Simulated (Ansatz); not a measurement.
In the program Ansatz at the PBE level (PAW), InPd in the CsCl type structure (Pm-3m) relaxes to a = 3.305 Å. Its formation energy from the elements is -0.49 eV/atom, with no fitted shifts.

Electronic character: metallic (no gap). Gap from PBE with spin–orbit coupling: none (metallic).

The bulk modulus is 110 GPa.

The cell was relaxed with PBE under the symmetry of its start. The run is not spin-polarised. The references are the lowest solids computed at this level, not always the standard phases. Scalar-relativistic: spin–orbit coupling is off unless named, which matters more the heavier the elements.

Potentials: the later of the program's two PAW sets.
